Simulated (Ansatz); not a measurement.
SiC (zinc blende), relaxed with HSE06 (Ansatz, a first-principles code, plane waves, PAW): a = 4.3491 Å, b = 4.3491 Å, c = 4.3491 Å, α = 90.00°, β = 90.00°, γ = 90.00°.

```
Quantity              Result
--------------------  ------
gap (eV)                2.22
B₀ by P(V) fit (GPa)     232
```

Question: The same phase is relaxed and computed with r²SCAN in the same code. What are the cell and these values now?

Answer: a = b = c = 4.3563 Å, α = β = γ = 90.00°.

- gap (eV): 1.71
- B₀ by P(V) fit (GPa): 227

All cells were relaxed under the symmetry of their starts (and spin orders); stability against distortions was not tested throughout.

Potentials: the later of the program's two PAW sets.

Ansatz is a plane-wave DFT program.
